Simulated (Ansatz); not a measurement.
## One input, then a changed one: LuH2

First run: DFT, r2SCAN, PAW with Ansatz's default frozen-core files, scalar-relativistic (Ansatz 0.2.0).

Command: `ansatz run input.yaml --threads 1 --pin off --max-ram 3072MiB --backend cpu --events-out ev --progress --plain --runs-dir out` It took 18 s on 1 thread of Intel(R) Xeon(R) Platinum 8375C CPU @ 2.90GHz (Ice Lake), with other jobs on the host, peak memory 0.68 GiB.

```yaml
crystal:
  lattice:
    - [0.0, 2.4945972335, 2.4945972335]
    - [2.4945972335, 0.0, 2.4945972335]
    - [2.4945972335, 2.4945972335, 0.0]
  atoms:
    - { symbol: Lu, position: [-0.1575, 0.0525, 0.0525] }
    - { symbol: H, position: [0.4075, 0.1975, 0.1975] }
    - { symbol: H, position: [0.75, 0.75, 0.75] }
kpoints:
  mp_grid: { grid: [10, 10, 10] }
scf:
  occupations: { method: fermi_dirac, width: 0.05 }
hamiltonian:
  xc: r2scan
  pseudopotentials: { kind: paw }
output:
  forces: true
  stress: true
  eigenvalues: true
  efg: { contact_densities: true }
  populations: true
  write_density: true
  write_potential: true
  elf: true
  volumetric_format: npy
```

The cell is Materials Project entry mp-24288, used as a structure alone.

This run: one bond, the shortest of the undistorted cell, set to 1.253 Å.

It converges in 9 SCF iterations at a pressure of 39.4 GPa, largest force 21.218 eV/Å, cutoff 500 eV.

The input is then changed:

```diff
   xc: r2scan
-  pseudopotentials: { kind: paw }
+  pseudopotentials: { kind: paw_fr }
+  dispersion: d3bjatm
 output:
   eigenvalues: true
-  efg: { contact_densities: true }
-  populations: true
   write_density: true
   volumetric_format: npy
+magnetization:
+  noncollinear: true
+  spin_orbit: true
```

What does the second run give?

It converges in 11 SCF iterations at a pressure of 38.1 GPa, largest force 21.178 eV/Å, cutoff 500 eV. More than one line changes, and not each need have an effect.
